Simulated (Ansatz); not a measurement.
Input and command of a calculation in Ansatz (plane waves; scalar-relativistic PAW potentials unless the input names others):

```yaml
crystal:
  lattice:
    - [4.04490438, -7.00786749, 0.0]
    - [4.04490438, 7.00786749, 0.0]
    - [0.0, 0.0, 7.35612044]
  atoms:
    - { symbol: Ba, position: [0.0, 0.0, 0.0] }
basis:
  ecutwfc: 500
kpoints:
  mp_grid: { grid: [12, 12, 8] }
hamiltonian:
  xc: r2scan
scf:
  occupations: { method: gaussian, width: 0.1 }
  max_iter: 80
output:
  forces: true
  eigenvalues: true
  stress: true
```

```bash
ansatz run input.yaml --threads 1 --pin off --max-ram 2560MiB --backend cpu --events-out ev --progress --plain --runs-dir out
```

Abridged log:
```
Pseudopotentials: kind: paw
Pseudopotential: Ba, paw, valence charge 10, recommended cutoff 500 eV (meta_gga)
Functional definition: r2SCAN
Crystal: 1 atom, lattice volume = 417.035 Å³
Basis set: ecut = 500 eV, 10581 PW (Γ), exchange–correlation on 240×240×216 points (64 copies of the dense FFT grid, shifted against one another)
Bands: 9, of which v1, the nominal top of the filled ones, is band 5 counted from 1 (4 counted from 0)
Symmetry: 8 space group operations
Space group: Cmmm (ITA 65), of the structure as read, at distance tolerance 7.5e-5 Å
k-points: 215 of 1152
Initial density: superposition of atomic densities (neutral atoms: chi_scale 0, normalization atom), corrected by the library's trained network
Initial wavefunctions: pseudopotential atomic-orbital guess
Functional: x = r2scan, c = r2scan; τ floored in thin density (d = 2e-4 eV/Å³)
SCF iter   1: F=—  HF=-5962.497240 eV  |F-HF|=—  |Δ(HF+E_count)|=         —  Δρ=1.26e-3  dr2=1.27e-2  dr2_τ=4.52e-4  ethr=1.77e-3  ⟨swp⟩=6.3  Hψ=17413  notcnv=0
SCF iter   2: F=—  HF=-5962.502726 eV  |F-HF|=—  |Δ(HF+E_count)|=   5.49e-3  Δρ=6.11e-4  dr2=4.44e-3  dr2_τ=1.25e-4  ethr=1.27e-4  ⟨swp⟩=2.6  Hψ=5508  notcnv=0
SCF iter   3: F=—  HF=-5962.504679 eV  |F-HF|=—  |Δ(HF+E_count)|=   1.95e-3  Δρ=1.76e-4  dr2=7.28e-4  dr2_τ=8.59e-6  ethr=4.44e-5  ⟨swp⟩=2.0  Hψ=3349  notcnv=0
SCF iter   4: F=—  HF=-5962.505181 eV  |F-HF|=—  |Δ(HF+E_count)|=   5.02e-4  Δρ=3.60e-5  dr2=3.04e-5  dr2_τ=2.61e-6  ethr=7.28e-6  ⟨swp⟩=2.0  Hψ=2822  notcnv=0
SCF iter   5: F=—  HF=-5962.505286 eV  |F-HF|=—  |Δ(HF+E_count)|=   1.05e-4  Δρ=1.70e-5  dr2=6.33e-6  dr2_τ=3.23e-8  ethr=3.04e-7  ⟨swp⟩=3.6  Hψ=2978  notcnv=0
SCF iter   6: F=—  HF=-5962.505313 eV  |F-HF|=—  |Δ(HF+E_count)|=   2.69e-5  Δρ=6.19e-6  dr2=6.09e-7  dr2_τ=1.78e-8  ethr=6.33e-8  ⟨swp⟩=3.1  Hψ=3042  notcnv=0
SCF iter   7: F=-5962.505317 eV  HF=-5962.505317 eV  |F-HF|=1.95e-7  |Δ(HF+E_count)|=   4.32e-6  Δρ=2.01e-6  dr2=4.23e-8  dr2_τ=9.88e-10  ethr=1.00e-9  ⟨swp⟩=10.3  Hψ=15279  notcnv=0
SCF 1 converged in 7 iterations: F = -5962.505317 eV  dr2 = 4.23e-8
SCF converged after 7 iterations
Free energy (F): -5962.505317 eV
Harris-Foulkes:  -5962.505317 eV  (|F-HF|=1.95e-7)
Internal energy: -5962.505317 eV  (E = F + TS)
E sigma→0 (E₀):  -5962.505317 eV
Fermi energy:    -0.887912 eV
--- Forces (eV/Å), atoms counted from 1 ---
  atom   1  Ba     0.00000000     0.00000000     0.00000000
--- Stress (GPa, compression-positive) ---
       -0.102624       0.000000       0.000000
        0.000000      -0.102547       0.000000
        0.000000       0.000000      -0.142201
  P = ⅓ Tr σ = -0.1158 GPa (-1.158 kbar)
```

Task: The run was meant for a cell not far from equilibrium. What is wrong with this input?

Result: The fault is a lattice typed in bohr (lattice vectors times 1.890). Setting it back cures it. The run converged all the same, with an energy at zero smearing 1.8 eV/atom above the reference's, pressure -0.12 GPa, largest force 0.000 eV/Å, gap on the mesh 0.75 eV, so convergence alone doesn't show that an input is right. A reference run of the cell with lattice vectors 2.1405 -3.7084 0.0000; 2.1405 3.7084 0.0000; 0.0000 0.0000 3.8927 Å and the atoms in their places converged, and the end of its own relaxation has pressure 0.01 GPa, largest force 0.000 eV/Å, no gap on the mesh.